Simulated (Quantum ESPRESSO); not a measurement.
# Band energies of CdTe

```
CdTe
1.0
    0.00000     3.24458     3.24458
    3.24458     0.00000     3.24458
    3.24458     3.24458     0.00000
Cd Te
1 1
Direct
  0.00000   0.00000   0.00000
  0.75000   0.75000   0.75000
```

PBEsol (Quantum ESPRESSO, PseudoDojo norm-conserving, 102 Ry, with spin-orbit coupling); path ΓXWKΓLUWLK,UX; energies in eV from the valence-band maximum.

| k (1/Å) | point | band 36 | band 37 | band 38 | band 39 | band 40 | band 41 | band 42 | band 43 |
|---|---|---|---|---|---|---|---|---|---|
| 0.00 | Γ | 0.00 | 0.37 | 0.37 | 4.05 | 4.05 | 4.40 | 4.40 | 4.40 |
| 0.32 |  | -0.67 | 2.15 | 2.15 | 3.35 | 3.35 | 5.19 | 5.19 | 5.29 |
| 0.65 |  | -1.61 | 2.38 | 2.38 | 2.79 | 2.79 | 6.85 | 6.85 | 7.19 |
| 0.97 | X | -1.98 | 2.23 | 2.23 | 2.34 | 2.34 | 8.22 | 8.22 | 8.80 |
| 1.33 |  | -2.35 | 3.39 | 3.70 | 3.70 | 3.73 | 5.89 | 6.00 | 6.34 |
| 1.45 | W | -2.42 | 3.69 | 4.11 | 4.30 | 4.36 | 5.10 | 5.29 | 5.92 |
| 1.79 | K | -1.79 | 2.52 | 2.56 | 4.06 | 4.26 | 6.91 | 6.92 | 7.16 |
| 2.10 |  | -1.15 | 2.74 | 2.89 | 4.73 | 4.94 | 5.33 | 5.58 | 5.66 |
| 2.41 |  | -0.50 | 2.10 | 2.24 | 4.17 | 4.29 | 4.74 | 4.75 | 5.15 |
| 2.72 |  | -0.05 | 0.82 | 0.83 | 4.07 | 4.08 | 4.37 | 4.37 | 4.47 |
| 2.82 | Γ | 0.00 | 0.37 | 0.37 | 4.05 | 4.05 | 4.40 | 4.40 | 4.40 |
| 3.03 |  | -0.14 | 1.30 | 1.30 | 4.19 | 4.19 | 4.43 | 4.43 | 4.61 |
| 3.45 |  | -0.70 | 1.52 | 1.52 | 4.82 | 4.82 | 4.99 | 4.99 | 6.25 |
| 3.66 | L | -0.80 | 1.46 | 1.46 | 4.80 | 4.80 | 4.95 | 4.95 | 6.63 |
| 3.78 |  | -0.96 | 1.72 | 1.79 | 4.67 | 4.68 | 5.02 | 5.02 | 6.76 |
| 4.13 |  | -1.65 | 2.61 | 2.67 | 4.42 | 4.68 | 6.29 | 6.50 | 6.61 |
| 4.25 | U | -1.79 | 2.52 | 2.56 | 4.06 | 4.26 | 6.91 | 6.92 | 7.16 |
| 4.48 |  | -2.20 | 3.37 | 3.58 | 4.14 | 4.31 | 5.56 | 5.68 | 6.22 |
| 4.60 | W | -2.42 | 3.69 | 4.11 | 4.30 | 4.36 | 5.10 | 5.29 | 5.92 |
| 4.79 |  | -1.90 | 3.33 | 3.60 | 4.26 | 4.35 | 5.26 | 5.37 | 6.66 |
| 5.18 |  | -0.92 | 1.64 | 1.70 | 4.71 | 4.72 | 4.97 | 4.99 | 6.74 |
| 5.28 | L | -0.80 | 1.46 | 1.46 | 4.80 | 4.80 | 4.95 | 4.95 | 6.63 |
| 5.45 |  | -1.07 | 1.95 | 2.04 | 4.54 | 4.56 | 5.15 | 5.15 | 6.79 |
| 5.70 |  | -1.56 | 2.63 | 2.71 | 4.46 | 4.70 | 6.15 | 6.31 | 6.40 |
| 5.87 | K | -1.79 | 2.52 | 2.56 | 4.06 | 4.26 | 6.91 | 6.92 | 7.16 |
| 5.87 | U | -1.79 | 2.52 | 2.56 | 4.06 | 4.26 | 6.91 | 6.92 | 7.16 |
| 6.22 | X | -1.98 | 2.23 | 2.23 | 2.34 | 2.34 | 8.22 | 8.22 | 8.80 |

The PBEsol gap is direct, 0.37 eV at Γ.

Geometry relaxed with PBEsol.
